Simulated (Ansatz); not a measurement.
BeS in space group Pnma (No. 62; Be on 4c, S on 4c), plane-wave PAW PBE (Ansatz code), all energies at zero smearing, with the estimated change up to a 700 eV cutoff added, with one set of potentials and settings (totals compare only within such a set). Cell of 8 atoms (4 Be, 4 S): -3986.272 eV.

```
element                reference phase  E (eV/atom)
-------  -----------------------------  -----------
Be       P6_3/mmc, 2 atoms in the cell     -92.7620
S           Fddd, 32 atoms in the cell    -902.0599
```

Formation energy per atom, worked out: (-3986.272 − 4×(-92.7620) − 4×(-902.0599))/8 = -0.873 eV/atom (-84 kJ per mol of atoms), at 0 K, without zero-point energy or fitted corrections.

The cell is a constructed one: a structure type filled with these elements; neither database checked (COD, Materials Project) lists it. COD files the formula under space group No. 216, so this cell is another polymorph or a model. Its standing as an ambient phase is unchecked. The cell was relaxed with PBE under the symmetry of its start; whether a distortion lowers the energy is not shown. A crystal of weakly bound layers computed without a dispersion correction: the cell and the soft elastic constants depend strongly on that. The references are the lowest solids computed at this level, not always the standard phases.

Potentials: the later of the program's two PAW sets.
